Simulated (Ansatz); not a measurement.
**AlRu (CsCl type), scan of one atom of the cell**

AlRu (CsCl type)

```
CELL_PARAMETERS angstrom
      5.96504     0.00000     0.00000
      0.00000     2.98252     0.00000
      0.00000     0.00000     2.98252
ATOMIC_POSITIONS crystal
  Al 0.00000 0.00000 0.00000
  Al 0.50000 0.00000 0.00000
  Ru 0.25000 0.50000 0.50000
  Ru 0.75000 0.50000 0.50000
```

Scan: atom 4 (Ru, nearest neighbour Al at 2.583 Å; its periodic images, 3.0 Å or more away, move with it) is displaced along Cartesian z, direction (0.000, 0.000, 1.000) in Cartesian axes, by s. The other atoms stay.

Computed with r2SCAN (plane waves to 500 eV, PAW, scalar-relativistic; Ansatz, an electronic-structure program). k mesh 7×13×13 (Γ-centred), Fermi-Dirac smearing 0.05 eV. The energy includes the smearing's −TS. Compression counts positive. With partly filled bands, energies and forces of such displacements shift with the k mesh and the smearing. F∥ is the force on the atom along that direction. AlRu is run without spin polarisation. AlRu was relaxed with its symmetry unable to fall. ΔE is measured from the undisplaced structure.

```json
[
 {"s (Å)": "-0.770", "ΔE (meV/cell)": "2285", "P (GPa)": "18.4", "F∥ (eV/Å)": "4.976"},
 {"s (Å)": "-0.616", "ΔE (meV/cell)": "1545", "P (GPa)": "13.0", "F∥ (eV/Å)": "4.534"},
 {"s (Å)": "-0.462", "ΔE (meV/cell)": "908", "P (GPa)": "7.9", "F∥ (eV/Å)": "3.701"},
 {"s (Å)": "-0.308", "ΔE (meV/cell)": "418", "P (GPa)": "3.7", "F∥ (eV/Å)": "2.634"},
 {"s (Å)": "-0.154", "ΔE (meV/cell)": "107", "P (GPa)": "1.0", "F∥ (eV/Å)": "1.375"},
 {"s (Å)": "0.000", "ΔE (meV/cell)": "0", "P (GPa)": "0.0", "F∥ (eV/Å)": "0.000"},
 {"s (Å)": "0.154", "ΔE (meV/cell)": "107", "P (GPa)": "1.0", "F∥ (eV/Å)": "-1.375"},
 {"s (Å)": "0.308", "ΔE (meV/cell)": "418", "P (GPa)": "3.7", "F∥ (eV/Å)": "-2.634"},
 {"s (Å)": "0.462", "ΔE (meV/cell)": "908", "P (GPa)": "7.9", "F∥ (eV/Å)": "-3.701"},
 {"s (Å)": "0.616", "ΔE (meV/cell)": "1545", "P (GPa)": "13.0", "F∥ (eV/Å)": "-4.534"},
 {"s (Å)": "0.770", "ΔE (meV/cell)": "2285", "P (GPa)": "18.4", "F∥ (eV/Å)": "-4.976"}
]
```

Key numbers:

The energy at s = 0.770 Å is 2285 meV/cell, the force along the line at s = -0.770 Å is 4.98 eV/Å and the force constant k = d²E/ds² at s = 0 (finite differences) is 9.05 eV/Å². Symmetry of the curve: even: the same for both signs. Shape of the curve: a single well with its minimum at or next to zero displacement. Harmonic estimate at the end of the scan: ½ks² = 2684 meV/cell against the computed 2285 meV/cell, so the well is softer than harmonic there.

(For displaced atoms, the force is minus the slope of the energy, and its curvature is a force constant, which sets phonon frequencies.)
